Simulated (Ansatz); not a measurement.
ZrPt$_{3}$:
```cif
data_Pt3Zr
_chemical_formula_sum 'Zr1 Pt3'
_space_group_name_H-M_alt 'P 1'
_space_group_IT_number 1
_cell_length_a 3.99685
_cell_length_b 3.99685
_cell_length_c 3.99685
_cell_angle_alpha 90.000
_cell_angle_beta 90.000
_cell_angle_gamma 90.000
loop_
_space_group_symop_operation_xyz
  'x, y, z'
loop_
_atom_site_label
_atom_site_type_symbol
_atom_site_fract_x
_atom_site_fract_y
_atom_site_fract_z
_atom_site_occupancy
Zr1 Zr 0.00000 0.00000 0.00000 1
Pt1 Pt 0.50000 0.50000 0.00000 1
Pt2 Pt 0.00000 0.50000 0.50000 1
Pt3 Pt 0.50000 0.00000 0.50000 1
```

Relaxed with PBEsol.

### Question
Which orbitals make up the states near the Fermi level in PBEsol (plane waves, PAW; program Ansatz)?

### Answer
Within 0.5 eV of the Fermi level: Zr 4d 47 %, Pt 5d 28 %, Pt 6s 11 %, outside the projected shells 12 %. Projections are on Löwdin-orthogonalised atomic valence shells; empty p or d shells of many metals are not among them.

### Question
Tabulate the density of states.

### Answer
States/eV per cell of 4 atoms, in 0.25 eV bins, energy from the Fermi level.

| E (eV) | total | Pt 5d | Zr 4d | Pt 6s |
|---|---|---|---|---|
| -7.85 | 1.01 | 0.19 | 0.05 | 0.63 |
| -7.60 | 2.19 | 0.84 | 0.25 | 0.95 |
| -7.35 | 2.06 | 0.98 | 0.31 | 0.69 |
| -7.10 | 2.44 | 1.42 | 0.39 | 0.53 |
| -6.85 | 4.81 | 2.94 | 0.67 | 0.86 |
| -6.60 | 6.30 | 4.41 | 0.78 | 0.81 |
| -6.35 | 6.04 | 4.76 | 0.56 | 0.46 |
| -6.10 | 6.08 | 5.16 | 0.47 | 0.22 |
| -5.85 | 5.03 | 4.33 | 0.40 | 0.13 |
| -5.60 | 3.93 | 3.47 | 0.26 | 0.06 |
| -5.35 | 5.53 | 4.79 | 0.45 | 0.13 |
| -5.10 | 5.68 | 5.03 | 0.40 | 0.13 |
| -4.85 | 5.37 | 4.70 | 0.37 | 0.17 |
| -4.60 | 6.31 | 5.42 | 0.41 | 0.31 |
| -4.35 | 5.46 | 4.63 | 0.33 | 0.32 |
| -4.10 | 5.27 | 4.45 | 0.36 | 0.29 |
| -3.85 | 10.28 | 8.88 | 0.88 | 0.31 |
| -3.60 | 6.97 | 5.89 | 0.65 | 0.26 |
| -3.35 | 5.37 | 4.60 | 0.45 | 0.18 |
| -3.10 | 7.44 | 6.57 | 0.52 | 0.16 |
| -2.85 | 4.93 | 4.31 | 0.30 | 0.14 |
| -2.60 | 3.85 | 3.19 | 0.31 | 0.12 |
| -2.35 | 4.40 | 3.39 | 0.47 | 0.16 |
| -2.10 | 4.23 | 2.90 | 0.62 | 0.17 |
| -1.85 | 2.69 | 1.80 | 0.40 | 0.11 |
| -1.60 | 2.10 | 1.57 | 0.22 | 0.08 |
| -1.35 | 2.61 | 2.24 | 0.15 | 0.06 |
| -1.10 | 2.55 | 2.30 | 0.10 | 0.04 |
| -0.85 | 1.26 | 1.07 | 0.07 | 0.03 |
| -0.60 | 0.49 | 0.35 | 0.04 | 0.03 |
| -0.35 | 0.09 | 0.02 | 0.02 | 0.02 |
| -0.10 | 0.19 | 0.04 | 0.07 | 0.02 |
| 0.15 | 1.06 | 0.26 | 0.56 | 0.08 |
| 0.40 | 4.37 | 1.27 | 2.07 | 0.53 |
| 0.65 | 8.08 | 2.69 | 3.85 | 1.03 |
| 0.90 | 5.14 | 1.72 | 2.80 | 0.42 |
| 1.15 | 6.94 | 2.48 | 3.62 | 0.57 |
| 1.40 | 2.73 | 0.63 | 1.67 | 0.16 |
| 1.65 | 2.09 | 0.29 | 1.48 | 0.15 |
| 1.90 | 1.60 | 0.23 | 1.09 | 0.14 |
| 2.15 | 1.55 | 0.23 | 1.02 | 0.13 |
| 2.40 | 1.94 | 0.30 | 1.23 | 0.13 |
| 2.65 | 1.38 | 0.21 | 0.89 | 0.09 |
| 2.90 | 1.29 | 0.21 | 0.82 | 0.08 |
| 3.15 | 1.10 | 0.18 | 0.66 | 0.07 |
| 3.40 | 1.03 | 0.17 | 0.59 | 0.05 |
| 3.65 | 0.63 | 0.08 | 0.29 | 0.04 |
| 3.90 | 0.56 | 0.06 | 0.21 | 0.03 |
| 4.15 | 0.79 | 0.08 | 0.27 | 0.04 |
| 4.40 | 1.37 | 0.13 | 0.42 | 0.12 |
| 4.65 | 3.13 | 0.28 | 0.87 | 0.47 |

Space group Pm-3m (Cu3Au type). The workflow started from a Materials Project entry (that database holds measured and hypothetical structures alike); the Crystallography Open Database files this formula in space group No. 221, but the cells were not matched. Whether it is the stable phase at ambient conditions was not checked. The PBEsol relaxation kept the symmetry of its start; its stability against distortions is not shown here. The run is not spin-polarised. Spin–orbit coupling is left out wherever it is not named.

Potentials: the later of the program's two PAW sets.
